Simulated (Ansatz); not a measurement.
Input:

La$_{2}$AlGe:
Space group Amm2 (No. 38); a = 4.1703 Å, b = 4.6265 Å, c = 11.6435 Å, α = β = γ = 90.00°

```csv
atom,site,symmetry,x,y,z
La,2a,mm2,0.0000,0.0000,0.6400
La,2b,mm2,0.5000,0.5000,0.8562
Al,2a,mm2,0.0000,0.0000,0.9332
Ge,2b,mm2,0.5000,0.5000,0.5705
```
(The calculation used a cell of 4 atoms; values per cell refer to that cell.)

This is the r²SCAN-relaxed structure.

### Question
All from DFT-r²SCAN in the program Ansatz with PAW potentials, unless another level is named. Predict the electronic character.

### Answer
metallic (no gap).

### Question
Predict the formation energy from the elements (no fitted shifts).

### Answer
-0.74 eV/atom.

### Question
Give the density of states at the Fermi level.

### Answer
1.1 states/eV per atom (mean over ±0.08 eV).

The first step of the workflow began from a Materials Project structure, measured or hypothetical; the Crystallography Open Database copy checked does not list it. With Al and Ge taken as one species the cell has the higher symmetry Cmcm, so it may be an ordered model of a mixed-site phase. Its standing as an ambient phase is unchecked. The r²SCAN relaxation kept the symmetry of its start; whether a distortion lowers the energy is not shown. The references are the lowest solids computed at this level, not always the standard phases. Scalar-relativistic: spin–orbit coupling is off unless named, which matters more the heavier the elements.

Potentials: the later of the program's two PAW sets.
